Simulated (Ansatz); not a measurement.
A geometry of Co away from equilibrium: step 17 of the relaxation of a generated trial cell of Co in the AFLOW prototype A_oC8_64_f (A11, as in Ga). All values below come from r2SCAN (plane waves to 500 eV, PAW, scalar-relativistic; Ansatz, a first-principles code). Γ-centred k-mesh 10×10×9 on the run's cell (coarser than for final values), Fermi–Dirac smearing 0.05 eV.

```xyz
4
Lattice="1.9963 -4.2333 0.0000 1.9963 4.2333 0.0000 0.0000 0.0000 2.6676" Properties=species:S:1:pos:R:3:forces:R:3 pbc="T T T" free_energy=-20525.011 pressure_GPa=3.8
Co     1.9963     1.1419     1.3338    0.0000    0.0149    0.0001
Co     1.9963    -1.1419     1.3338    0.0000   -0.0149   -0.0001
Co     1.9963    -3.0913     2.6676    0.0000    0.0149   -0.0001
Co     1.9963     3.0913     0.0000    0.0000   -0.0149    0.0001
```

Positions in Å, forces in eV/Å, free energy of the cell in eV (comparable only within this code, potentials and settings). Largest force: 0.01 eV/Å, on Co1, Co2, Co3, Co4 (atoms numbered as listed); the geometry lies 0.01 eV/atom above the end of its relaxation.

Spin-polarised start, with parallel moments on Co.

Spin state reached: ferromagnetic (net 1.87 μB/atom), from parallel starting moments; other spin orders were not run from this start. r2SCAN tends to overstate moments in metals.

The run could not lose the symmetry of its start: the end is stationary, and may be a saddle point rather than a minimum.

The end of the path is a generated cell of Co: the first start was made by placing the elements on the sites of a structure type, and the end was not matched to a known phase here, so it may be hypothetical. Known forms of Co include space group No. 194.
